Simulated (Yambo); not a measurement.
```xyz
2
Lattice="0.0000 3.2003 3.2003 3.2003 0.0000 3.2003 3.2003 3.2003 0.0000" Properties=species:S:1:pos:R:3 pbc="T T T"
Na     0.0000     0.0000     0.0000
I      3.2003     3.2003     3.2003
```

NaI (rock salt, space group Fm-3m, No. 225): mean Im ε in 1 eV windows above the direct gap of 5.70 eV, for different electron-hole kernels (Yambo, broadening 0.15 eV, norm-conserving PBEsol (Quantum ESPRESSO, 88 Ry, scalar-relativistic) bands; 8×8×8 mesh, 3 valence and 4 conduction bands, static screening with 31 bands and a 4 Ry block, scissor 2.11 eV, Tamm-Dancoff; field along x).

```
window (eV)  independent quasiparticles  RPA (no attraction)  BSE
-----------  --------------------------  -------------------  ---
5.7 to 6.7                          0.9                  0.7  6.0
6.7 to 7.7                          3.1                  2.2  4.8
7.7 to 8.7                          7.0                  4.9  4.8
8.7 to 9.7                          6.2                  3.4  3.8
9.7 to 10.7                         5.2                  3.2  2.4
```

This run doesn't resolve bound excitons or single peaks, so only averages are given, and they too depend on the mesh; weight that the attraction moves below the gap isn't listed. All transitions below 10.74 eV are in the band window. The scissor comes from a G0W0 run whose convergence isn't established.

Without spin-orbit coupling, band edges of such heavy elements can be off by tenths of an eV.

Geometry relaxed with PBEsol.
